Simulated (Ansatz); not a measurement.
# FePt: which magnetic state is lowest?

Theory: Ansatz, DFT r2SCAN, scalar-relativistic, plane waves, PAW.

```xyz
2
Lattice="1.8829 1.8829 3.8139 1.8829 3.8139 1.8829 3.8139 1.8829 1.8829" Properties=species:S:1:pos:R:3 pbc="T T T"
Fe    0.0000    0.0000    0.0000
Pt    3.7899    3.7899    3.7899
```

The plane-wave cutoff is 500 eV, the Γ-centred k-mesh is 18×18×18 and the occupation rule is Gaussian smearing, 0.1 eV. The list of starting moments (μB, in atom order) is 3 0 and the check for lower electronic states after the SCF is off.

All runs keep this geometry, which isn't relaxed for the lowest state (largest force there 0.000 eV/Å, pressure -2.6 GPa) and needn't be a stable compound; relaxing each order would shift the differences by some 100 meV/atom, going by the pressures and a bulk modulus of about 150 GPa. Spin–orbit coupling is left out, which for heavy magnetic ions can matter as much as these differences. r2SCAN tends to overstate moments in metals, so a weak moment here may be absent in the real material. Site moments are spin moments in atom-centred spheres that scale with the neighbour distance. The states are those that the runs reached from these starts; a lower one can exist. No antiferromagnetic start is among these.

Q: Order the starts by the energy of the state that they reach, lowest first.
A. no spin
B. ferromagnetic

A: B (0.00 meV/atom), A (793 meV/atom).

| start | ends | energy above lowest (meV/atom) | site moments (μB) | gap on mesh (eV) | P (GPa) |
| --- | --- | --- | --- | --- | --- |
| no spin | non-magnetic | 793 | none over 0.05 | metal | -21.0 |
| ferromagnetic | ferromagnetic | 0.00 | Fe +3.19, Pt +0.31 | metal | -2.6 |

Cost: 2 runs of about 2.5 core-minutes in all, on AMD EPYC 7R43 (Zen 3) (shared hosts).